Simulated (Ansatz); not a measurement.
Moments of WF2 against volume

Level of theory: DFT PBE, scalar-relativistic, plane waves, PAW (Ansatz).

```
W F
1.0
     5.87852    0.00000    0.00000
     0.00000    5.87852    0.00000
     0.00000    0.00000    2.47696
W F
2 4
Direct
  0.00000 0.00000 0.00000
  0.50000 0.50000 0.50000
  0.24635 0.24635 0.00000
  0.75365 0.75365 0.00000
  0.74635 0.25365 0.50000
  0.25365 0.74635 0.50000
```

| Quantity | Value |
| --- | --- |
| plane-wave cutoff | 420 eV |
| Γ-centred k-mesh | 6×6×14 |
| occupation rule | Gaussian smearing, 0.1 eV |
| list of starting moments (μB, in atom order) | 2.5 2.5 0 0 0 0 |
| check for lower electronic states after the SCF | off |

The cell is scaled evenly at fixed fractional positions, V₀ being the volume of the cell shown; start: large parallel starting moments. The states are those that the runs reached from these starts; a lower one can exist. Energies are extrapolated to zero smearing.

Site moments are spin moments in atom-centred spheres that scale with the neighbour distance.

```
 V/V₀  E above lowest (meV/atom) P (GPa) cell moment (μB) site moments (μB)
0.800                      371.4     51.2              0.00     none over 0.05
0.860                          ?        ?                 ?                  ?
0.920                       47.8     13.8              0.00     none over 0.05
1.000                        0.0      1.9              1.98       W +0.46 (×2)
1.040                          ?        ?                 ?                  ?
1.100                       31.9     -8.2              2.32       W +0.58 (×2)
1.180                      110.5    -13.4              2.43       W +0.63 (×2)
```

(1) Fill in the withheld rows.

## Answers

(1) The withheld rows:

| V/V₀ | E above lowest (meV/atom) | P (GPa) | cell moment (μB) | site moments (μB) |
| --- | --- | --- | --- | --- |
| 0.860 | 160.3 | 29.2 | 0.00 | none over 0.05 |
| 1.040 | 1.6 | -2.7 | 2.17 | W +0.52 (×2) |

1 further run of this set didn't finish or converge.

Cost: 7 runs of about 14 core-minutes in all, on AMD EPYC (Zen 3) (shared hosts).